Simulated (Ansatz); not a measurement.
## Phonon-limited resistivity of ZrB — Ansatz, plane waves and PAW

Space group Fm-3m (No. 225), 2 atoms in the cell of the first input below: a = 3.439 Å, b = 3.439 Å, c = 3.439 Å, α = 60.00°, β = 60.00°, γ = 60.00°.

The cell was built from a prototype of a structure type listed for this compound, relaxed without spin–orbit coupling to zero pressure (pressure -0.1 GPa with this functional, without spin–orbit coupling). Functional: PBEsol.

Input:

```yaml
crystal:
  lattice:
    - [0.0, 2.4318951324, 2.4318951324]
    - [2.4318951324, 0.0, 2.4318951324]
    - [2.4318951324, 2.4318951324, 0.0]
  atoms:
    - { symbol: Zr, position: [0.5, 0.5, 0.5] }
    - { symbol: B, position: [0.0, 0.0, 0.0] }
basis:
  ecutwfc: 420
  ecutrho_ratio: 4
kpoints:
  mp_grid: { grid: [12, 12, 12] }
hamiltonian:
  xc: pbesol
scf:
  occupations: { method: methfessel_paxton, width: 0.2 }
output: {}
phonons:
  supercell: [2, 2, 2]
  qpath:
    path:
      - [[0.0, 0.0, 0.0], [0.5, 0.0, 0.5], [0.625, 0.25, 0.625]]
      - [[0.375, 0.375, 0.75], [0.0, 0.0, 0.0], [0.5, 0.5, 0.5], [0.5, 0.25, 0.75], [0.5, 0.0, 0.5]]
    npoints: 6
  electrical_resistivity: { mesh: [24, 24, 24], temperatures: [50, 100, 200, 300, 500] }
  superconductivity: { mesh: [24, 24, 24], eliashberg_equations: false }
```

```bash
ansatz run input.yaml --threads 8 --pin off --max-ram 15360MiB --backend cpu --events-out ev --progress --plain --runs-dir out
```

Time: 28 s on 8 threads of Intel(R) Xeon(R) 6975P-C (Granite Rapids) (shared host), peak memory 1.8 GiB.

λ_tr,xx from the finest mesh down: 0.452, 0.448, 0.469. The next coarser mesh moves the resistivity at 300 K by 3 % along the axis that moves most.

The run gives λ_tr,xx = 0.452 and a Drude plasma energy ħω_p,xx = 6.77 eV.

**Question.** Estimate the resistivity along x at 300 K from the high-temperature formula.

**Answer.** ħ/τ = 2π λ_tr k_B T = 0.0734 eV and ρ = 1/(ε0 ω_p² τ) = 11.91 μΩ cm. The Boltzmann solution gives 9.28 μΩ cm, so the estimate is 28 % high.

| T (K) | ρ_xx (μΩ cm) | ρ_zz (μΩ cm) | formula, xx | R_H, field along x, y or z (10⁻¹¹ m³/C) |
| --- | --- | --- | --- | --- |
| 50 | 0.10 | 0.10 | 1.98 | 18.4 |
| 100 | 1.02 | 1.02 | 3.97 | 16.3 |
| 200 | 4.76 | 4.76 | 7.94 | 14.2 |
| 300 | 9.28 | 9.28 | 11.91 | 13.6 |
| 500 | 18.02 | 18.02 | 19.84 | 13.4 |

At 300 K the next coarser mesh moves R_H by under 1 %.

At 50 K the solution is 0.051 times the linear formula, and at 500 K 0.91 times. The formula is meant for temperatures above the phonon energies and for bands that vary little within k_B T.

Caveats: small supercell, couplings not converged in it.
